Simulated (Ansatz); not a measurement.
## Squeezing Re (hcp type)

```yaml
crystal:
  lattice:
    - [2.77612, 0.00000, 0.00000]
    - [-1.38806, 2.40419, 0.00000]
    - [0.00000, 0.00000, 4.48119]
  atoms:
    - { symbol: Re, position: [0.33333, 0.66667, 0.25000] }
    - { symbol: Re, position: [0.66667, 0.33333, 0.75000] }
```

The base cell comes from a relaxation on PAW files under the same functional.

Its volume is scaled, and at each volume shape and atoms are relaxed on PAW files; all methods then take that cell.

All numbers are PBE results (scalar-relativistic) from Ansatz 0.2.0, with a Γ-centred 16×16×9 k mesh, Fermi–Dirac smearing of 0.08 eV, no spin polarisation. Methods: LAPW: all electrons, basis error target 1 meV/atom; PAW: frozen-core files, cutoff 420 eV; crystal datasets: all electrons, by PAW datasets that the program makes for each cell; norm-conserving: pseudopotentials, cutoff 980 eV; PAW (cutoff 300 eV): frozen-core files, cutoff 300 eV.

Energies are extrapolated to zero smearing and count from the unscaled cell; pressure is positive in compression; gaps take the mesh and a band path. No temperature or zero-point motion is included.

Spin–orbit coupling is left out, which matters for the heavy atoms. The structure type is held throughout; the real material can change phase at far lower pressure.

```
V/V0  V (Å³/atom)  P LAPW (GPa)  ΔE LAPW (eV/atom)  P PAW − LAPW (GPa)  ΔE PAW − LAPW (meV/atom)  space group  shortest distance (Å)
1.00        14.95          0.10              0.000               -0.11                       0.0     P6_3/mmc                  2.755
0.95        14.21          21.0              0.046               -0.06                      -0.4     P6_3/mmc                  2.708
0.85        12.71          84.2              0.510                0.19                       0.1     P6_3/mmc                  2.609
0.75        11.22         193.9              1.760                0.80                       4.4     P6_3/mmc                  2.503
0.65         9.72         387.4              4.383                2.21                      17.5     P6_3/mmc                  2.386
0.55         8.22         752.0                  ?                5.76                      52.1     P6_3/mmc                  2.256
0.45         6.73          1505             19.591               15.56                     143.4     P6_3/mmc                  2.113
0.40         5.98          2200                  ?               26.65                     239.3     P6_3/mmc                  2.034
```

Fill in "ΔE LAPW (eV/atom)" for the row "0.40".

28.111.

Fill in "ΔE LAPW (eV/atom)" for the row "0.55".

9.509.

Fit the Vinet equation to the LAPW pressures over the whole range, with residuals weighted by 1/(|P| + 0.03·Pmax).

V0 = 14.98 Å³/atom, B0 = 346 GPa and B0′ = 4.69, and the fit misses no point by more than 32 GPa. A fit over so wide a range pins B0 less well than one near rest.

From the table, what is the rise of the enthalpy H = E + pV up to the last row, and how stiff is the crystal between the last two rows?

ΔH = 28.111 eV + (2200 GPa × 5.98 Å³ − 0.10 GPa × 14.95 Å³) × 0.006242 eV/(GPa·Å³) = 110.23 eV/atom, of which pV makes 74 %. The mean bulk modulus there is −ΔP/Δln V = 5900 GPa.

At the smallest volume, how far do crystal datasets and norm-conserving and PAW (cutoff 300 eV) lie from LAPW in pressure?

crystal datasets: 0.00 GPa; norm-conserving: +21.46 GPa; PAW (cutoff 300 eV): +27.50 GPa, on a LAPW pressure of 2200 GPa.

How do the Löwdin populations by LAPW change from the unscaled cell to the last row?

Re 5s 1.97 → 1.85, Re 6s 0.94 → 0.52, Re 5p 5.99 → 5.88, Re 5d 5.96 → 6.69 electrons an atom. These are projections on the shells that the free atoms fill; 0.29 e a cell lies outside them at the start and 0.19 e at the end.
